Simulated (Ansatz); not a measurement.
## Cd (Im-3m), stationary points along a deformation path

Level of theory: DFT r2SCAN, scalar-relativistic, plane waves, PAW (Ansatz). The runs took a 500 eV cutoff, a Γ-centred 20×20×20 mesh and Gaussian smearing (0.15 eV). No spin polarisation. Energies are free energies at this smearing, counted from the undisturbed cell; pressure is positive in compression.

The undisturbed cell (as given, not relaxed at this level; it stands at -1.3 GPa; this bcc form isn't the usual structure):

```xyz
1
Lattice="-1.7843 1.7843 1.7843 1.7843 -1.7843 1.7843 1.7843 1.7843 -1.7843" Properties=species:S:1:pos:R:3 pbc="T T T"
Cd    0.0000    0.0000    0.0000
```

At fixed volume and fractional coordinates, lengths along (0.000, 0.000, 1.000) are scaled against those across it; ρ is that ratio over its starting value. V = 22.724 Å³/atom. Δσ is the stress along the axis less the mean stress across it (compression positive).

| ρ | ΔE (meV/atom) | Δσ (GPa) | space group |
| --- | --- | --- | --- |
| 0.707 | -71.1 | 3.55 | I4/mmm |
| 0.780 | -68.6 | -3.72 | I4/mmm |
| 0.850 | -33.7 | -4.36 | I4/mmm |
| 0.920 | -9.1 | -2.55 | I4/mmm |
| 1.000 | 0.0 | 0.00 | Im-3m |
| 1.200 | -33.9 | 2.81 | I4/mmm |
| 1.300 | -49.8 | 1.64 | I4/mmm |
| 1.414 | -59.3 | 0.01 | Fm-3m |

Question: How does the stress give the slope of the energy, and where is the energy stationary?

Answer: Along the path d ln(length) is 2/3 d ln ρ on the axis and −1/3 d ln ρ across it, so dE/d ln ρ = −(2/3) V Δσ: the energy falls with ρ where Δσ is positive. Δσ vanishes or changes sign between ρ = 0.707 and 0.780, a minimum (near 0.74 by linear interpolation); at ρ = 1.000 (Im-3m), a maximum at 0.0 meV/atom; at ρ = 1.414 (Fm-3m, an end of the scan), at -59.3 meV/atom. Pairs of stationary points between two samples would go unseen, and could change a minimum read from distant neighbours into a maximum. At ρ = 1.000, 1.414 the cell is cubic, where symmetry alone makes the stress isotropic and the slope zero.

Question: Integrate that slope from ρ = 1 to 0.780 by the trapezoid rule.

Answer: With V/N in Å³ and 1 eV/Å³ = 160.2 GPa the slopes at ρ = 1.000, 0.920, 0.850, 0.780 are 0, 241, 412, 351 meV/atom per unit of ln ρ. The steps add (-10.0) + (-25.9) + (-32.8) = -68.7 meV/atom, against -68.6 from the energies; the trapezoid rule misses the curvature of the slope within each step.

Question: Is the start the lowest point of the path?

Answer: No: ρ = 0.707 lies 71.1 meV/atom lower, with no sampled rise above the start on the way. Volume and inner coordinates are held, so a relaxed structure there would lie lower still.

In a metal these slopes depend on the k mesh and the smearing.